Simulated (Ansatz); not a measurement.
Theory: DFT PBE, scalar-relativistic, plane waves, PAW (Ansatz). Plane waves to 420 eV, an 8×8×8 mesh through Γ for the 8-atom cell and 0.02 eV Gaussian smearing; no spin polarisation.

Formation energies are uncorrected and count from the elements' standard states at the same level.

Question: Suggest a trial structure for a tetragonal semiconductor that holds Pb and 2 more elements, with a gap near 0.7 eV, a formation energy near −1.23 eV/atom and about 20 Å³ per atom, in a cell of 8 atoms. Its symmetry should be I4mm (No. 107).

Answer: Sn3PbO4, space group I4mm (No. 107). Sn on a site of symmetry 4mm is surrounded by 4 O at 2.24 Å; around Sn on a site of symmetry 2mm lie 4 O at 2.25 Å; around Pb lie 4 O at 2.38 Å; O is surrounded by 3 Sn at 2.24–2.25 Å, 1 Pb at 2.38 Å and 4 O at 2.71–2.81 Å.

```cif
data_structure
_symmetry_space_group_name_H-M 'P 1'
_symmetry_Int_Tables_number 1
_cell_length_a 6.4957
_cell_length_b 6.4957
_cell_length_c 6.4957
_cell_angle_alpha 129.659
_cell_angle_beta 129.659
_cell_angle_gamma 73.953
_cell_volume 158.43
loop_
_atom_site_label
_atom_site_type_symbol
_atom_site_fract_x
_atom_site_fract_y
_atom_site_fract_z
_atom_site_occupancy
Sn1 Sn 0.14201 0.14201 0.00000 1
Sn2 Sn 0.35968 0.85968 0.50000 1
Sn3 Sn 0.85968 0.35968 0.50000 1
Pb1 Pb 0.62648 0.62648 0.00000 1
O1 O 0.49863 0.00745 0.00000 1
O2 O 0.00745 0.49863 0.00000 1
O3 O 0.49863 0.49863 0.49118 1
O4 O 0.00745 0.00745 0.50882 1
```

| Quantity | Value |
| --- | --- |
| Volume per atom | 19.8 Å³ |
| Density | 6.6 g/cm³ |
| Formation energy | −1.230 eV/atom |
| Gap on the 8×8×8 mesh of the 8-atom cell | 0.74 eV |

It was reached by relaxing an invented guess, and it needn't be the stable form of this composition. The answer needn't be unique; the calculation gave this one.

No dispersion correction is applied, so the spacing and binding between layers, chains or molecules are poorly described. These runs have no spin–orbit coupling, which can matter for Pb. Kohn–Sham gaps at this level usually fall short of measured ones. The missing spin–orbit coupling can work the other way here. Symmetry constrained the relaxation, so the result can be a saddle point.
